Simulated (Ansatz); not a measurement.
A geometry of Sb away from equilibrium: step 3 of the relaxation of a generated cell, Sb placed in the AFLOW prototype A_oC8_64_f (A14, as in I). Level of theory: r2SCAN (plane waves to 500 eV, PAW, scalar-relativistic; Ansatz, an electronic-structure program). Γ-centred k-mesh 9×9×4 on the run's cell (coarser than for final values), Fermi–Dirac smearing 0.05 eV. The plane waves were selected for a different cell earlier on the path.

```
Sb
1.0
    3.07872    -2.09655     0.00000
    3.07872     2.09655     0.00000
    0.00000     0.00000     8.97658
Sb
4
Direct
  0.78745   0.21255   0.13678
  0.21255   0.78745   0.86322
  0.28745   0.71255   0.36322
  0.71255   0.28745   0.63678
```

Task: What forces act on the atoms (eV/Å)?

Result: 
| atom | Fx | Fy | Fz |
|---|---|---|---|
| Sb1 | 0.00 | 0.29 | 0.33 |
| Sb2 | 0.00 | -0.29 | -0.33 |
| Sb3 | 0.00 | 0.29 | -0.33 |
| Sb4 | 0.00 | -0.29 | 0.33 |

The path ends in Cmme (No. 67). No spin polarisation in the result.

The run could not lower the symmetry of its start; a shaken copy of this end point relaxes with r2SCAN to P-3m1 (No. 164), 0.34 eV/atom lower.

The end of the path is a generated cell of Sb: the first start was made by placing the elements on the sites of a structure type, and the end was not matched to a known phase here, so it may be hypothetical. Known forms of Sb include space group No. 166.
